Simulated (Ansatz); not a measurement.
## Zn3Pd: do energies and stresses tell the same story?

The calculation used DFT r2SCAN, scalar-relativistic, plane waves, PAW in Ansatz 0.2.0.

Cutoff 500 eV; k points 16×16×16 on the computed 4-atom cell (Γ-centred); Gaussian smearing, width 0.10 eV; no spin polarisation.

Relaxed cell: I4/mmm, a = 3.710 Å, b = 3.710 Å, c = 8.065 Å, α = 90.00°, β = 90.00°, γ = 90.00°, 4 atoms in the primitive cell. Whether it is the stable form of this composition wasn't checked.

Energies at zero smearing and pressures from the stress tensor, at volumes with shape and atoms relaxed:
```
V (Å³/atom) E − E(first) (meV/atom) P (GPa)
     13.040                     0.00     9.51
     13.456                   -17.77     4.34
     13.872                   -23.23     0.01
     14.288                   -18.43    -3.60
     14.704                    -5.08    -6.60
```

Problem. Check P = −dE/dV between neighbouring volumes, and get the bulk modulus from the pressures alone.

Solution. With 1 eV/Å³ = 160.2 GPa:
| middle V (Å³/atom) | −ΔE/ΔV (GPa) | mean P (GPa) |
| --- | --- | --- |
| 13.248 | 6.841 | 6.923 |
| 13.664 | 2.103 | 2.173 |
| 14.080 | -1.849 | -1.794 |
| 14.496 | -5.138 | -5.096 |

The two differ by 0.08 GPa at most. The mean of two end pressures misses the average over a step by about ΔV² P″/12, up to 0.08 GPa here; with that taken off 0.01 GPa remains. Around V = 13.872 Å³/atom, the two neighbours give B = −V ΔP/ΔV = 13.872 × 7.93 / 0.832 = 132.2 GPa, against B0 = 131.3 GPa from the Birch–Murnaghan fit of the energies.

Cost: 6 runs of about 10 core-minutes in all, on AMD EPYC 9R45 (Zen 5) (shared hosts).